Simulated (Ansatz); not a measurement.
SrO (rock salt, space group No. 225), PBE (plane waves, PAW; program Ansatz). The conduction-band minimum lies at X, with 3 equivalent valleys. Second derivatives d²E/dk² of the lowest band at one valley (eV·Å²), along Cartesian directions:

| direction | d²E/dk² |
|---|---|
| [100] | 6.213 |
| [010] | 18.72 |
| [001] | 18.72 |
| [110] | 12.47 |
| [101] | 12.47 |
| [011] | 18.72 |

Question: Find the principal effective masses, the density-of-states mass and the conductivity mass.

Answer: Off-diagonal terms follow from H_xy = H[110] − (H_xx + H_yy)/2, and m*/mₑ = 7.620 eV·Å² over each eigenvalue: 0.41, 0.41, 1.2. One valley's DOS mass (m₁m₂m₃)^(1/3) = 0.59, conductivity mass 3/(Σ 1/mᵢ) = 0.52 mₑ.

Question: What effective density of states Nc follows at 300 K for parabolic valleys?

Answer: Nc = 2.509e19 × 3 × (0.59)^(3/2) ≈ 3.4e19 cm⁻³.

Question: With the computed static dielectric constant 21.0 (mean of the diagonal), estimate a hydrogenic donor's binding energy and radius.

Answer: E = 13.606 eV × 0.52/21.0² ≈ 16 meV; a = 0.529 Å × ε/m* ≈ 21 Å. Semilocal masses tend to be too small where the gap is.

Question: With ε∞ = 3.79 and ω_LO = 446 cm⁻¹, what Fröhlich coupling constant follows?

Answer: α = (1/ε∞ − 1/ε0) √(m* × 13.606 eV/ħω_LO) = 2.4.

Space group Fm-3m (rock salt). Symmetry was held in the PBE relaxation; phonons on a q-mesh show no instability. Spin–orbit coupling is left out wherever it is not named.

Potentials: the later of the program's two PAW sets.
